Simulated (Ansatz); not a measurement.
Input and steps of a relaxation of cell and atoms on antiperovskite Mg₃PN (Ansatz 0.2.0, PBEsol). It starts from a supercell of the PBEsol minimum, slightly strained and with each coordinate displaced at random by about 0.06 Å.

```yaml
crystal:
  lattice:
    - [4.1718519528, -0.0168285781, 0.018178549]
    - [-0.0168285781, 4.1667572885, 0.0454885061]
    - [0.036357098, 0.0909770122, 8.1933364873]
  atoms:
    - { symbol: P, position: [0.0080979835, 0.0012401823, 0.0054119626] }
    - { symbol: "N", position: [0.5079311338, 0.5010391035, 0.2431568019] }
    - { symbol: Mg, position: [0.498661367, 0.476297117, 0.0080653723] }
    - { symbol: Mg, position: [0.4853978973, 0.0065441185, 0.2548824662] }
    - { symbol: Mg, position: [0.0081836367, 0.4903742218, 0.2468036555] }
    - { symbol: P, position: [-0.0024256958, 0.0004220034, 0.4956837554] }
    - { symbol: "N", position: [0.5092661096, 0.4820984794, 0.7511972825] }
    - { symbol: Mg, position: [0.5247822756, 0.4880296365, 0.4962053904] }
    - { symbol: Mg, position: [0.4969786184, 0.0129346285, 0.7487091032] }
    - { symbol: Mg, position: [-0.003896807, 0.521545731, 0.7569435652] }
kpoints:
  mp_grid: { grid: [4, 4, 2] }
hamiltonian:
  xc: pbesol
scf:
  occupations: { method: fermi_dirac, width: 0.05 }
relax:
  f_tol: 0.01
  cell: {}
  max_steps: 120
output:
  write_density: true
  write_potential: true
  elf: true
  volumetric_format: npy
```

The trajectory has 7 recorded frames, each with positions in Å and forces in eV/Å. The last, and any step after a large change of cell, is solved on a basis re-selected at its cell; pressure is positive in compression.

Step 1: energy 0.0 meV/atom from step 1, largest force component 1.591 eV/Å, pressure +1.44 GPa
```xyz
10
Lattice="4.1719 -0.0168 0.0182 -0.0168 4.1668 0.0455 0.0364 0.0910 8.1933" Properties=species:S:1:pos:R:3:forces:R:3 pbc="T T T"
P     0.0340    0.0055    0.0445    0.0104   -0.0442   -0.2333
N     2.1194    2.1013    2.0243   -0.1059    0.0795    1.3898
Mg    2.0726    1.9770    0.0968    0.0809    0.2676   -1.5093
Mg    2.0342    0.0423    2.0975    0.2587   -0.7455   -0.1389
Mg    0.0349    2.0656    2.0446   -0.2558    0.2827    0.0167
P     0.0079    0.0469    4.0613    0.0837   -0.0787    0.1268
N     2.1438    2.0686    6.1860   -0.5078    1.5912   -0.0274
Mg    2.1991    2.0698    4.0973   -0.1700    0.2319    0.2882
Mg    2.1003    0.1136    6.1440   -0.0365   -1.4175    0.1282
Mg    0.0025    2.2421    6.2255    0.6423   -0.1670   -0.0408
```

Step 2: energy -20.3 meV/atom from step 1, largest force component 0.978 eV/Å, pressure +0.69 GPa
```xyz
10
Lattice="4.1662 0.0141 -0.0098 0.0140 4.1567 -0.0205 -0.0187 -0.0395 8.2426" Properties=species:S:1:pos:R:3:forces:R:3 pbc="T T T"
P     0.0498    0.0043   -0.0321   -0.0652   -0.0500    0.2185
N     2.0817    2.0358    2.0200    0.1041    0.1869    0.6801
Mg    2.0861    2.0200    0.0346    0.0307    0.1450   -0.9300
Mg    2.0340   -0.0321    2.0792    0.0563   -0.1165   -0.0278
Mg   -0.0030    2.0408    2.0369    0.0510    0.0051    0.0728
P     0.0096   -0.0284    4.1228   -0.0141   -0.0597   -0.1476
N     2.1223    2.0279    6.1796   -0.3762    0.8976   -0.0080
Mg    2.1493    2.0421    4.1004   -0.1388    0.0669    0.1634
Mg    2.0681    0.0326    6.1799    0.0422   -0.9782    0.0366
Mg    0.0047    2.1304    6.2163    0.3101   -0.0970   -0.0581
```

Step 3: energy -31.6 meV/atom from step 1, largest force component 0.022 eV/Å, pressure -0.03 GPa
```xyz
10
Lattice="4.1560 -0.0005 0.0010 -0.0005 4.1546 0.0002 0.0020 0.0006 8.2972" Properties=species:S:1:pos:R:3:forces:R:3 pbc="T T T"
P     0.0150   -0.0113    0.0049   -0.0007    0.0072   -0.0055
N     2.0924    2.0663    2.0811   -0.0079    0.0028   -0.0007
Mg    2.0902    2.0691    0.0055    0.0054   -0.0007    0.0220
Mg    2.0904   -0.0107    2.0860    0.0059    0.0009   -0.0195
Mg    0.0142    2.0659    2.0794   -0.0036    0.0026   -0.0028
P     0.0104   -0.0105    4.1509    0.0149    0.0056    0.0166
N     2.0944    2.0712    6.2290   -0.0144    0.0037   -0.0052
Mg    2.0955    2.0687    4.1560   -0.0039    0.0009   -0.0144
Mg    2.0931   -0.0048    6.2281    0.0036   -0.0051    0.0089
Mg    0.0158    2.0799    6.2301    0.0008   -0.0181    0.0004
```

Step 4: energy -31.7 meV/atom from step 1, largest force component 0.001 eV/Å, pressure +0.02 GPa
```xyz
10
Lattice="4.1526 -0.0002 0.0003 -0.0002 4.1525 0.0005 0.0005 0.0010 8.3039" Properties=species:S:1:pos:R:3:forces:R:3 pbc="T T T"
P     0.0137   -0.0083    0.0058    0.0000    0.0004    0.0001
N     2.0900    2.0681    2.0822    0.0001    0.0005    0.0001
Mg    2.0899    2.0681    0.0063    0.0000   -0.0001    0.0000
Mg    2.0901   -0.0081    2.0821    0.0000    0.0001   -0.0004
Mg    0.0137    2.0681    2.0820   -0.0001    0.0002    0.0001
P     0.0138   -0.0077    4.1577    0.0004    0.0003    0.0003
N     2.0903    2.0690    6.2341   -0.0001    0.0000    0.0000
Mg    2.0903    2.0686    4.1582   -0.0003    0.0000   -0.0001
Mg    2.0904   -0.0072    6.2339   -0.0001   -0.0004    0.0000
Mg    0.0140    2.0695    6.2341    0.0000   -0.0009   -0.0001
```

Step 5: energy -31.8 meV/atom from step 1, largest force component 0.001 eV/Å, pressure +0.03 GPa
```xyz
10
Lattice="4.1526 -0.0002 0.0003 -0.0002 4.1525 0.0005 0.0005 0.0010 8.3039" Properties=species:S:1:pos:R:3:forces:R:3 pbc="T T T"
P     0.0137   -0.0083    0.0058    0.0000    0.0004    0.0001
N     2.0900    2.0681    2.0822    0.0001    0.0005    0.0001
Mg    2.0899    2.0681    0.0063    0.0000   -0.0001    0.0000
Mg    2.0901   -0.0081    2.0821    0.0000    0.0001   -0.0004
Mg    0.0137    2.0681    2.0820   -0.0001    0.0002    0.0001
P     0.0138   -0.0077    4.1577    0.0004    0.0003    0.0003
N     2.0903    2.0690    6.2341   -0.0001    0.0000    0.0000
Mg    2.0903    2.0686    4.1582   -0.0003    0.0000   -0.0001
Mg    2.0904   -0.0072    6.2339   -0.0001   -0.0004    0.0000
Mg    0.0140    2.0695    6.2341    0.0000   -0.0009   -0.0001
```

Step 6: energy -31.8 meV/atom from step 1, largest force component 0.000 eV/Å, pressure 0.00 GPa
```xyz
10
Lattice="4.1527 0.0000 0.0000 0.0000 4.1527 0.0000 0.0000 0.0000 8.3054" Properties=species:S:1:pos:R:3:forces:R:3 pbc="T T T"
P     0.0137   -0.0081    0.0059    0.0000    0.0000    0.0000
N     2.0901    2.0683    2.0822    0.0000    0.0000    0.0001
Mg    2.0901    2.0683    0.0059    0.0000    0.0000    0.0000
Mg    2.0901   -0.0081    2.0822    0.0000   -0.0001    0.0000
Mg    0.0137    2.0683    2.0822   -0.0001    0.0001    0.0000
P     0.0137   -0.0081    4.1586    0.0000    0.0000    0.0000
N     2.0901    2.0683    6.2349    0.0000    0.0001    0.0000
Mg    2.0901    2.0683    4.1586    0.0000    0.0000    0.0000
Mg    2.0901   -0.0081    6.2349   -0.0001    0.0000    0.0000
Mg    0.0137    2.0683    6.2349    0.0000   -0.0001    0.0000
```

Step 7: energy -31.8 meV/atom from step 1, largest force component 0.000 eV/Å, pressure 0.00 GPa
```xyz
10
Lattice="4.1527 0.0000 0.0000 0.0000 4.1527 0.0000 0.0000 0.0000 8.3054" Properties=species:S:1:pos:R:3:forces:R:3 pbc="T T T"
P     0.0137   -0.0081    0.0059    0.0000    0.0000    0.0000
N     2.0901    2.0683    2.0822    0.0000    0.0000    0.0001
Mg    2.0901    2.0683    0.0059    0.0000    0.0000    0.0000
Mg    2.0901   -0.0081    2.0822    0.0000   -0.0001    0.0000
Mg    0.0137    2.0683    2.0822   -0.0001    0.0001    0.0000
P     0.0137   -0.0081    4.1586    0.0000    0.0000    0.0000
N     2.0901    2.0683    6.2349    0.0000    0.0001    0.0000
Mg    2.0901    2.0683    4.1586    0.0000    0.0000    0.0000
Mg    2.0901   -0.0081    6.2349   -0.0001    0.0000    0.0000
Mg    0.0137    2.0683    6.2349    0.0000   -0.0001    0.0000
```

In 5 steps the volume changed by +0.6 %; between the first SCF and the last, each on a basis chosen for its cell, the energy fell by 31.8 meV an atom. Final cell: the symmetry is Pm-3m (No. 221, cubic); conventional cell a = 4.153 Å, 14.32 Å³ an atom. Around P lie 12 Mg at 2.94 Å; around N lie 6 Mg at 2.08 Å; around Mg lie 2 N at 2.08 Å and 4 P at 2.94 Å.

Run as `ansatz run input.yaml --threads 2 --pin off --max-ram 2211MiB --backend cpu --events-out ev --progress --plain --runs-dir out`.

Question: It ran on 2 threads of Arm Neoverse V2, with other jobs on the host, load about 0.4 per core. About how long did it take, and what peak of host memory did it reach?

Answer: About 35 s, with a peak of 0.42 GiB.

Values at 0 K without nuclear motion; spin polarisation is off, and the phase may be a hypothetical one.
